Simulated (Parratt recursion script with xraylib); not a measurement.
## X-ray reflectivity of single films on Si: where the minima fall

Simulated, not measured: specular X-ray reflectivity, Parratt recursion, Névot-Croce roughness, xraylib tables (Parratt recursion script with xraylib 4.3.0).

Photon energy 8.048 keV (λ = 1.5406 Å), s polarisation. The grazing angle θ is scanned from 0.05° to 2.5° in 900 evenly spaced points, and the curve is smoothed with a Gaussian of 0.004° full width. A minimum is a scan point below both neighbours, placed by a parabola through ln R at the three points.

Each run is one film on Si (density 2.313 g/cm³, δ = 7.525 × 10⁻⁶, rms roughness 3.6 Å) under vacuum. The film surface has an rms roughness of 6.6 Å in all runs. The refractive index is n = 1 − δ + iβ. The table lists all minima between 0.45 and 2.05°.

| run | film | thickness d (Å) | density (g/cm³) | δ (10⁻⁶) | β (10⁻⁶) | minima at θ (°) |
|---|---|---|---|---|---|---|
| A | Ga2O3 | 100 | 6.034 | 17.25 | 0.3628 | 0.558, 0.947, 1.366, 1.797 |
| B | Ga2O3 | 100 | 4.494 | ? | ? | ? |
| C | Ga2O3 | 200 | 6.034 | 17.25 | 0.3628 | 0.556, 0.743, 0.945, 1.154, 1.366, 1.581, 1.797, 2.015 |
| D | Ga2O3 | 80 | 6.034 | 17.25 | 0.3628 | 0.651, 1.155, 1.688 |

Densities are inputs, not measurements. They were set from computed cells of the Materials Project: Ga2O3 from entry mp-1243 (R-3c, 6.42 g/cm³, taken at 70 and 94 %); Si from entry mp-149 (Fd-3m, 2.313 g/cm³). A layer's crystal structure does not enter its constants, only its composition and density.

Question: How many minima does run B have between 0.45 and 2.05°, and where? Estimate its δ first.

Answer: Inside a film the fringe order is m = (2d/λ)(sin²θ − 2δ)^½, with the film's own δ. Where the film's δ lies above the substrate's, its two faces reflect with opposite signs, and minima are expected at whole m.

- Run A, δ above the substrate's: the minima give m = 1.01, 2.01, 3.00, 4.00.
- Run C, δ above the substrate's: the minima give m = 2.01, 3.00, 4.00, 5.00, 6.00, 7.00, 8.00, 9.00.
- Run D, δ above the substrate's: the minima give m = 1.01, 2.00, 3.00.

At fixed composition δ is proportional to density: 17.25 × 4.494/6.034 = 12.85, in the table's units (the run used 12.85). In run B the film's δ lies above the substrate's, so take whole m. The window runs from m = 0.78 to 4.60 and holds m = 1, 2, 3, 4. Then sin²θ = 2δ + (mλ/2d)² gives θ = 0.528, 0.929, 1.356, 1.789°.

The run has 4 minima, at 0.538, 0.936, 1.358, 1.789°. The largest distance from one of them to an estimated minimum is 0.010°, against a mean spacing of 0.417°.
